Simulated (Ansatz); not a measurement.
K (bcc (W type)) was relaxed and computed twice in Ansatz (plane waves, PAW), once with PBE+D3(BJ) and once with PBEsol.

```
                                         run 1                                                                      run 2
----  ----------------------------------------  -------------------------------------------------------------------------
cell  a = b = c = 5.2127 Å, α = β = γ = 90.00°  a = 5.161 Å, b = 5.161 Å, c = 5.161 Å, α = 90.00°, β = 90.00°, γ = 90.00°
```

Task: Which run used which functional?

Result: Run 1 is PBEsol, run 2 is PBE+D3(BJ).

All cells were relaxed under the symmetry of their starts (and spin orders); stability against distortions was not tested throughout.

Potentials: the earlier of the program's two PAW sets.

Ansatz (an electronic-structure program) is a plane-wave DFT program.
